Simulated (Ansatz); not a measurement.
Q: Name crystals whose computed values (the program Ansatz at the r²SCAN level (PAW)) fall in these windows: Θ_D (K) 350 to 430; gap (eV) 1.2 to 1.6.

A: 

| crystal | Θ_D (K) | gap (eV) |
|---|---|---|
| ZnO, NiAs type | 388 | 1.35 |
| ZnO, wurtzite | 399 | 1.23 |
| AlGa3As4, P-4m2 (Pearson symbol tP8) | 361 | 1.29 |
Others may fit too.

Typed or built starts, not in the databases checked: AlGa3As4, P-4m2 (Pearson symbol tP8). Not the usual ambient phase: ZnO, NiAs type. All cells were relaxed under the symmetry of their starts (and spin orders); stability against distortions was not tested throughout. Spin–orbit coupling is left out wherever it is not named.

Potentials: the earlier of the program's two PAW sets.
